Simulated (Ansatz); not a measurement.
BeSe (wurtzite), relaxed with HSE06 (Ansatz, a program for electronic structure, plane waves, PAW): a = b = 3.629 Å, c = 5.983 Å, α = β = 90.00°, γ = 120.00°.

```
Item                  Result
--------------------  ------
gap (eV)                4.10
B₀ by P(V) fit (GPa)    80.5
```

Task: The same phase is relaxed and computed with PBE in the same code. What are the cell and these values now?

Result: a = b = 3.651 Å, c = 6.019 Å, α = β = 90.00°, γ = 120.00°.

- gap (eV) = 3.31
- B₀ by P(V) fit (GPa) = 74.8

Constructed cells (a structure type filled with these elements, in neither database checked): BeSe, wurtzite. All cells were relaxed under the symmetry of their starts (and spin orders); stability against distortions was not tested throughout. Spin–orbit coupling is left out wherever it is not named.

Potentials: the later of the program's two PAW sets.

Ansatz is a plane-wave DFT program.
